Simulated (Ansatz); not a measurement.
PdSeO₃:
```
PdSeO3
1.0
    3.44379     3.44259     0.00000
   -3.44379     3.44259     0.00000
   -3.29908     0.00000     5.90901
Pd Se O
2 2 6
Direct
  0.00000   0.50000   0.00000
  0.50000   0.00000   0.00000
  0.32612   0.67388   0.63116
  0.67388   0.32612   0.36884
  0.57098   0.03322   0.29504
  0.42902   0.96678   0.70496
  0.03322   0.57098   0.70496
  0.96678   0.42902   0.29504
  0.39120   0.60880   0.13850
  0.60880   0.39120   0.86150
```

Cartesian axes are those of the cell as given.

Give the high-frequency dielectric tensor and the Born effective charge tensors of the independent atoms from DFPT, DFT-LDA in the program Ansatz with PAW potentials.


ε∞:
```
 5.51   0.00  -0.41
 0.00   7.16   0.00
-0.41   0.00   4.78
```
Z* of atom 1 (Pd), rows: field, columns: displacement, in e:
```
 1.25   1.06  -0.89
 0.72   1.13   0.17
-0.55   0.19   1.19
```
Z* of atom 3 (Se), rows: field, columns: displacement, in e:
```
3.24  0.00  1.04
0.00  3.62  0.00
0.31  0.00  2.13
```
Z* of atom 5 (O), rows: field, columns: displacement, in e:
```
-1.43   0.63   0.58
 0.91  -1.72  -0.75
 0.24   0.01  -1.26
```
Z* of atom 9 (O), rows: field, columns: displacement, in e:
```
-1.63   0.00  -1.32
 0.00  -1.31   0.00
-0.23   0.00  -0.81
```

Static charges for comparison (Bader): Pd1 +0.91, Se3 +1.97, O5 -0.98, O9 -0.93 e. Born charges measure polarisation by displacement and can exceed these by far.

Space group C2/m. The first step of the workflow began from a Materials Project structure, measured or hypothetical; the Crystallography Open Database copy checked does not list it. COD files the formula under space group No. 11. Whether it is the stable phase at ambient conditions was not checked. The LDA relaxation kept the symmetry of its start; its stability against distortions is not shown here. No spin polarisation was allowed. A crystal of weakly bound layers computed without a dispersion correction: the cell and the soft elastic constants depend strongly on that. Scalar-relativistic: spin–orbit coupling is off unless named, which matters more the heavier the elements.

Potentials: the later of the program's two PAW sets.
